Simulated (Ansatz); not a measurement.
The elements of this relaxed trial crystal are hidden behind letters.

```
lattice vectors (Å)
  -1.8800    1.8800   13.7273
   1.8800   -1.8800   13.7273
   1.8800    1.8800  -13.7273
fractional positions
X 0.8891 0.8891 0.0000
X 0.5000 0.5000 0.0000
X 0.1109 0.1109 0.0000
Z 0.7084 0.7084 0.0000
Z 0.2916 0.2916 0.0000
Q 0.3329 0.8329 0.5000
Q 0.9445 0.4445 0.5000
Q 0.5555 0.0555 0.5000
Q 0.1671 0.6671 0.5000
Q 0.7500 0.2500 0.5000
```

Method: DFT PBE, scalar-relativistic, plane waves, PAW in Ansatz 0.2.0. Settings of the last relaxation (10-atom cell): 420 eV, 14×14×14 k points, Gaussian smearing of 0.01 eV, no spin polarisation.

| Quantity | Value |
| --- | --- |
| Space group | I-4m2 (No. 119) |
| Conventional cell | a = 3.760 Å, c = 27.455 Å |
| Volume per atom | 19.41 Å³ |
| Density | 5.18 g/cm³ |
| Formation energy | −0.055 eV/atom |
| Gap on the 14×14×14 mesh of the 10-atom cell | 0.24 eV |

Energies are uncorrected and count from the elements' standard states at the same level.

**Question.** X is a p-block element of period 4, Z is a p-block element of period 2 and Q is a p-block element of period 4. Which elements are they?

**Answer.** X = Ga, Z = B, Q = As, so the formula is Ga3B2As5. Density times volume gives a mean mass of 5.18 × 19.41/1.6605 = 60.6 u per atom, and this set has 60.5 u. Ga on a site of symmetry 2mm is surrounded by 4 As at 2.42–2.43 Å; B has 4 As at 2.20 Å; As on a site of symmetry 2mm has 2 B at 2.20 Å and 2 Ga at 2.43 Å; 3 more sites not described. Other sets within the hints have nearly the same mass, so mass alone doesn't settle it; this one was computed.

Kohn–Sham gaps at this level usually fall short of measured ones. A structure relaxed within its symmetry needn't be a true minimum.
